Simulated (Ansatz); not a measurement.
# How much does the functional matter for the cell of Pb₂O?

The starting cell is an entry of the Crystallography Open Database (1926):

```
CELL_PARAMETERS angstrom
5.38000 0.00000 0.00000
0.00000 5.38000 0.00000
0.00000 0.00000 5.38000
ATOMIC_POSITIONS crystal
Pb 0.25000 0.25000 0.25000
Pb 0.75000 0.75000 0.25000
Pb 0.25000 0.75000 0.75000
Pb 0.75000 0.25000 0.75000
O 0.00000 0.00000 0.00000
O 0.50000 0.50000 0.50000
```

Atoms and cell were relaxed at zero pressure with plane-wave PAW DFT (Ansatz 0.2.0; one set of PAW datasets, made under PBE, for all functionals; 420 eV, r2SCAN 500 eV; 6×6×6 Γ-centred mesh, fermi-dirac occupations of width 0.100 eV; no spin polarisation, no spin-orbit coupling, no dispersion correction), keeping the symmetry (Pn-3m, No. 224).

Q: Which functional gives the smallest cell, and how wide is the spread?

A: The relaxed conventional cells:

```tsv
functional	a (Å)	volume (Å³/atom)	formation energy (eV/atom)
LDA	5.323	25.14	-0.472
PBEsol	5.380	25.95	-0.373
PBE	5.476	27.37	-0.388
r2SCAN	5.413	26.43	-0.431
the entry	5.380	25.95	–
```

LDA gives the smallest volume and PBE the largest, 8.9 % more, the usual order, since LDA overbinds and PBE's gradient terms loosen the lattice. Against the entry's volume: LDA -3.1 %, PBEsol +0.0 %, PBE +5.5 %, r2SCAN +1.8 %. No verdict is drawn from this: the entry is old or was flagged in a check, so the entry may be off as well as the functionals. The formation energies span 0.10 eV an atom, lowest under LDA.

Caveats: each relaxation keeps the start's symmetry, so a distorted cell may lie lower; computed cells are at 0 K with fixed nuclei, while the entry holds thermal expansion, often some tenths of a per cent in volume and more in soft crystals; no spin-orbit coupling, which moves formation energies of heavy elements; an old entry, and the compound itself may be in doubt; formation energies are at zero smearing against the elements' usual phases under the same functional, gases as free molecules, uncorrected.
